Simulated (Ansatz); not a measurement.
Born–Oppenheimer molecular dynamics of a 24-atom Si₅W₃ cell at 16.84 Å³/atom, computed with Ansatz: Langevin thermostat at 300 K, 41 steps of 3.0 fs, friction 0.015 1/fs. The run is short and the cell small, so it isn't an equilibrium average.

```yaml
crystal:
  lattice:
    - [7.204199, -0.081882, 0.007051]
    - [-0.081882, 7.490234, 0.162359]
    - [0.007051, 0.162359, 7.495186]
  atoms:
    - { symbol: Si, position: [0.672061004, 0.844925451, 0.2731593704] }
    - { symbol: Si, position: [0.0497589773, 0.7626467784, 0.8558276365] }
    - { symbol: Si, position: [0.1743502283, 0.7533809363, 0.5594207776] }
    - { symbol: Si, position: [0.2002882592, 0.2014984835, 0.335905438] }
    - { symbol: Si, position: [0.9264219851, 0.0718240808, 0.8636440507] }
    - { symbol: Si, position: [0.5618804389, 0.6588650933, 0.0537733793] }
    - { symbol: Si, position: [0.2953035393, 0.8982464725, 0.3149162863] }
    - { symbol: Si, position: [0.5743790223, 0.9447497431, 0.5967196781] }
    - { symbol: Si, position: [0.512750637, 0.0016065056, 0.9777653815] }
    - { symbol: Si, position: [0.9720453364, 0.8265426259, 0.1957788867] }
    - { symbol: Si, position: [0.2693892872, 0.3099050677, 0.0086227604] }
    - { symbol: Si, position: [0.671336677, 0.3748688409, 0.0355821702] }
    - { symbol: Si, position: [0.1122794991, 0.4418457731, 0.5026803803] }
    - { symbol: Si, position: [0.6985407221, 0.584379151, 0.7537118801] }
    - { symbol: Si, position: [0.9179882543, 0.3372342598, 0.2385534631] }
    - { symbol: W, position: [0.2218624508, 0.6256583513, 0.1215343302] }
    - { symbol: W, position: [0.4908473102, 0.5492203816, 0.3726621235] }
    - { symbol: W, position: [0.9088989708, 0.9713970246, 0.4985672212] }
    - { symbol: W, position: [0.349439939, 0.5012618059, 0.7629913125] }
    - { symbol: W, position: [0.8339979396, 0.6084919044, 0.4552164094] }
    - { symbol: W, position: [0.957564472, 0.4238295362, 0.8674855017] }
    - { symbol: W, position: [0.6107212844, 0.2244549293, 0.7128222452] }
    - { symbol: W, position: [0.2598789614, 0.1934426074, 0.6689292208] }
    - { symbol: W, position: [0.5851369495, 0.2070360919, 0.3848756927] }
  symmetry: { detect: false }
basis:
  ecutwfc: 420
  xc_grid: 1
kpoints:
  mp_grid: { grid: [1, 1, 1], shift: [0.25, 0.25, 0.25] }
hamiltonian:
  xc: pbe
scf:
  occupations: { method: fermi_dirac, width: 0.05 }
  lower_state_search: "off"
  convergence: { dr2_threshold: 1.0e-05 }
output:
  forces: true
  stress: true
md:
  timestep: 3.0
  n_steps: 41
  ensemble: nvt_langevin
  friction: 0.015
  temperature: 300.0
  initial_velocities: maxwell_boltzmann
  seed: 9310
```

```bash
ansatz run input.yaml --threads 2 --pin off --max-ram 5120MiB --backend cpu --events-out ev --progress --plain --runs-dir out
```

The calculation used DFT PBE, scalar-relativistic, plane waves, PAW (Ansatz).

5 frames, positions in Å (not wrapped into the cell) and forces in eV/Å:

```xyz
24
Lattice="7.204 -0.082 0.007 -0.082 7.490 0.162 0.007 0.162 7.495" Properties=species:S:1:pos:R:3:forces:R:3 pbc="T T T" time_fs=0.0 temperature_K=288 free_energy_over_first_frame_eV=0.000
Si    4.774    6.318    2.189   -1.000    1.440    0.690
Si    0.302    5.847    6.539    0.180   -0.140    0.690
Si    1.198    5.720    4.317    0.380   -1.290    0.730
Si    1.429    1.547    2.552    0.560   -0.470   -0.800
Si    6.674    0.602    6.491    0.170    0.350   -0.870
Si    3.994    4.898    0.514   -1.450    0.400   -1.800
Si    2.056    6.755    2.508    1.220    0.510   -0.840
Si    4.065    7.126    4.630   -0.750   -3.010   -0.090
Si    3.701    0.129    7.332   -0.470    0.000    0.100
Si    6.937    6.143    1.608    0.620    0.700   -0.350
Si    1.915    2.301    0.117   -0.170   -2.250    1.520
Si    4.806    2.759    0.332   -1.090   -1.120    0.650
Si    0.776    3.382    3.840    0.270    0.430    0.460
Si    4.990    4.442    5.749   -1.210    0.160   -0.120
Si    6.587    2.490    1.849    0.070    0.090    0.190
W     1.548    4.688    1.014   -1.120   -0.690   -0.940
W     3.494    4.134    2.886   -1.020    0.590    1.190
W     6.472    7.283    3.901    0.550    0.910   -0.210
W     2.482    3.850    5.803    0.470    3.400   -0.390
W     5.962    4.563    3.517    0.720   -0.680    0.270
W     6.870    3.237    6.578    1.140   -0.630   -0.300
W     4.386    1.747    5.383    2.620    1.900    2.150
W     1.861    1.536    5.047   -0.880   -0.560    0.930
W     4.201    1.565    2.922    0.180   -0.040   -2.880
24
Lattice="7.204 -0.082 0.007 -0.082 7.490 0.162 0.007 0.162 7.495" Properties=species:S:1:pos:R:3:forces:R:3 pbc="T T T" time_fs=30.0 temperature_K=676 free_energy_over_first_frame_eV=-1.728
Si    4.644    6.416    2.163    0.560    0.220    0.410
Si    0.333    5.900    6.512   -0.290   -0.660    1.040
Si    1.193    5.471    4.339    0.350    1.630   -1.070
Si    1.477    1.600    2.431    0.070   -0.030    1.170
Si    6.642    0.608    6.444    0.410    0.280   -0.840
Si    3.823    4.962    0.254   -0.040    0.240    0.570
Si    2.060    6.867    2.530    0.540   -1.130    0.310
Si    3.924    6.969    4.676   -0.060   -0.870   -0.100
Si    3.658    0.138    7.243   -0.380    0.190   -0.250
Si    6.976    6.167    1.654   -0.730    0.960   -0.130
Si    1.906    2.116    0.241    0.100    0.070   -1.560
Si    4.719    2.656    0.329   -0.660   -0.080    0.990
Si    0.753    3.300    3.877   -0.130   -0.600    0.600
Si    4.867    4.337    5.721    0.890    0.020   -0.380
Si    6.578    2.594    1.809   -0.230   -0.130    0.080
W     1.512    4.681    1.022   -1.160   -1.410   -0.630
W     3.497    4.153    2.837   -0.520    0.440    0.370
W     6.482    7.311    3.947    0.400    0.330   -0.250
W     2.473    3.960    5.825   -0.640    0.590    0.740
W     5.995    4.555    3.533   -0.060    0.290   -0.300
W     6.896    3.174    6.537    0.270    0.410    0.040
W     4.472    1.758    5.451    1.280    0.390   -0.440
W     1.903    1.533    5.068   -0.360   -0.560    0.700
W     4.171    1.512    2.845    0.390   -0.630   -1.080
24
Lattice="7.204 -0.082 0.007 -0.082 7.490 0.162 0.007 0.162 7.495" Properties=species:S:1:pos:R:3:forces:R:3 pbc="T T T" time_fs=60.0 temperature_K=508 free_energy_over_first_frame_eV=-2.302
Si    4.603    6.571    2.172    0.910   -1.140   -0.020
Si    0.280    5.799    6.645   -0.450    0.110   -0.600
Si    1.306    5.505    4.218   -0.900   -0.200    0.770
Si    1.584    1.615    2.552   -0.360   -0.350   -0.650
Si    6.817    0.675    6.233    0.310   -0.530   -0.300
Si    3.723    5.105    0.133    0.710    0.030    1.310
Si    2.201    6.763    2.622    0.110    0.200   -1.270
Si    3.743    6.729    4.726    0.590    0.700    0.230
Si    3.534    0.166    7.088   -0.340    0.500   -0.180
Si    6.910    6.367    1.658    0.750   -0.600   -0.360
Si    1.818    1.907    0.039    0.170    0.340    0.490
Si    4.586    2.446    0.478   -0.310    0.820   -0.680
Si    0.719    3.186    3.954   -0.550    0.980    0.710
Si    4.889    4.326    5.621   -0.130   -0.230    1.060
Si    6.573    2.564    1.745    0.220    0.150    0.490
W     1.443    4.646    1.006   -0.510   -0.910    0.510
W     3.457    4.150    2.818    0.000    0.500    0.220
W     6.492    7.343    3.954   -0.030    0.180   -0.120
W     2.444    4.040    5.873   -0.210    0.240   -0.160
W     6.016    4.532    3.534   -0.080    1.020   -1.770
W     6.952    3.171    6.478   -1.060    0.350    1.150
W     4.597    1.769    5.499    0.200   -0.070   -1.610
W     1.945    1.479    5.118    0.440   -0.940   -0.050
W     4.137    1.444    2.718    0.540   -1.150    0.850
24
Lattice="7.204 -0.082 0.007 -0.082 7.490 0.162 0.007 0.162 7.495" Properties=species:S:1:pos:R:3:forces:R:3 pbc="T T T" time_fs=93.0 temperature_K=482 free_energy_over_first_frame_eV=-2.752
Si    4.776    6.413    2.152   -0.670    0.120    0.390
Si    0.123    5.773    6.593    0.380    0.250    0.160
Si    1.225    5.504    4.255    0.020    0.160   -0.380
Si    1.570    1.515    2.597   -0.890    0.410   -0.110
Si    7.044    0.631    6.032   -1.290   -0.050    1.080
Si    3.740    5.275    0.322   -0.620   -0.840   -0.390
Si    2.284    6.638    2.493    0.080   -0.090   -0.150
Si    3.805    6.849    4.813    0.360    0.310   -0.510
Si    3.397    0.248    6.968    0.210    0.220    0.520
Si    6.948    6.395    1.598    1.700   -0.670   -0.280
Si    1.671    1.812    0.050    0.220    0.720    0.700
Si    4.472    2.498    0.382    0.300    0.220    0.210
Si    0.550    3.142    4.183    0.980   -0.220   -0.950
Si    4.901    4.324    5.828   -0.220    0.120   -0.180
Si    6.670    2.550    1.857   -0.600   -0.030   -0.160
W     1.347    4.590    1.038    0.310   -0.540   -0.290
W     3.439    4.162    2.800   -0.290    0.010    0.460
W     6.473    7.346    3.925    0.020   -0.120   -0.800
W     2.452    4.078    5.893    0.020    0.160    0.770
W     6.016    4.548    3.524   -0.590    0.450   -0.380
W     6.961    3.222    6.458   -1.580   -0.710    2.650
W     4.713    1.736    5.450   -0.100    0.550   -1.560
W     1.958    1.417    5.144    1.480    0.580   -1.300
W     4.111    1.347    2.647    0.760   -1.040    0.510
24
Lattice="7.204 -0.082 0.007 -0.082 7.490 0.162 0.007 0.162 7.495" Properties=species:S:1:pos:R:3:forces:R:3 pbc="T T T" time_fs=123.0 temperature_K=492 free_energy_over_first_frame_eV=-3.178
Si    4.867    6.330    2.203   -0.580    0.190   -0.950
Si    0.092    5.796    6.569    0.360    0.060    0.390
Si    1.190    5.486    4.208    0.520   -0.040   -0.110
Si    1.394    1.452    2.627    0.490   -0.650   -0.320
Si    6.989    0.600    6.045   -0.330    0.430    0.660
Si    3.662    5.212    0.332   -0.100    0.390    0.350
Si    2.354    6.561    2.401    0.630    0.220    0.350
Si    3.937    7.005    4.764   -0.400   -0.850   -0.270
Si    3.401    0.431    7.025    0.490   -0.300    0.770
Si    7.239    6.335    1.607   -1.290    0.720    0.390
Si    1.608    1.938    0.201    0.450   -0.120   -0.470
Si    4.492    2.589    0.348    0.190   -0.300    0.450
Si    0.646    3.072    4.165   -0.670    1.740   -0.190
Si    4.839    4.338    5.908    1.120    0.060   -1.000
Si    6.615    2.514    1.932   -1.270    0.130   -0.390
W     1.297    4.513    1.083    1.230   -1.090   -0.700
W     3.431    4.167    2.807   -0.180   -0.190    0.790
W     6.465    7.327    3.874    0.600    0.330   -0.590
W     2.471    4.099    5.954   -1.400   -0.210   -0.160
W     5.991    4.561    3.524    0.400   -0.890    0.700
W     6.941    3.279    6.525   -1.190   -1.150    1.080
W     4.773    1.730    5.336   -0.540    1.300   -0.480
W     1.987    1.383    5.104    1.150    0.540   -0.070
W     4.106    1.234    2.610    0.310   -0.320   -0.240
```

Over the second half the temperature averages 497 K and the pressure (kinetic part included, positive in compression) -6.1 GPa. Mean square displacements at the end: Si 0.12 Å², W 0.07 Å² (from the start of this run, the atoms' common shift taken off).

One k point is coarse for so small a cell, so forces and above all the pressure are rough.

The run took 4.2 min on 2 threads of AMD EPYC (Zen 3) (shared host), peak memory 0.61 GiB.